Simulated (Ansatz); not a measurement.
SiO₂ (alpha-quartz type, space group P3_121)

```cif
data_O6Si3
_chemical_formula_sum 'Si3 O6'
_space_group_name_H-M_alt 'P3121'
_space_group_IT_number 152
_space_group_name_Hall 'P 31 2"'
_cell_length_a 5.02041
_cell_length_b 5.02041
_cell_length_c 5.50900
_cell_angle_alpha 90.000
_cell_angle_beta 90.000
_cell_angle_gamma 120.000
loop_
_atom_site_label
_atom_site_type_symbol
_atom_site_symmetry_multiplicity
_atom_site_Wyckoff_symbol
_atom_site_fract_x
_atom_site_fract_y
_atom_site_fract_z
_atom_site_occupancy
Si1 Si 3 a 0.52357 0.52357 0.00000 1
O1 O 6 c 0.41444 0.25595 0.20559 1
```

The volume is varied about the relaxed value V₀ at fixed cell shape. The atoms relax within the cell's symmetry.

These are PBE (plane waves to 420 eV, PAW, scalar-relativistic; Ansatz, a quantum-chemistry and plane-wave program) values and carry that method's errors. k mesh 8×8×6 (Γ-centred), Fermi-Dirac smearing 0.05 eV. Energies are smeared free energies. Stress and pressure are positive under compression. The relaxing atoms change the space group within the scan (P6_422 at V/V₀ = 1.107), so nothing is fitted. SiO2 was relaxed with its symmetry unable to fall. The PAW data are Ansatz's earlier set. The zero of ΔE is the relaxed starting cell.

Predict the ΔE (kJ/mol of atoms) and P (GPa) at V/V₀ = 0.867, 0.893, 0.920, 0.973, 1.027, 1.053, 1.133, 1.160.


| V/V₀ | ΔE (kJ/mol of atoms) | P (GPa) |
|---|---|---|
| 0.867 | 3.17 | 6.9 |
| 0.893 | 1.90 | 5.0 |
| 0.920 | 1.01 | 3.4 |
| 0.973 | 0.10 | 1.0 |
| 1.027 | 0.08 | -0.8 |
| 1.053 | 0.32 | -1.5 |
| 1.133 | 3.68 | -9.3 |
| 1.160 | 5.95 | -11.8 |

(Under strain, the slope of the energy per volume gives the stress and its curvature an elastic modulus.)
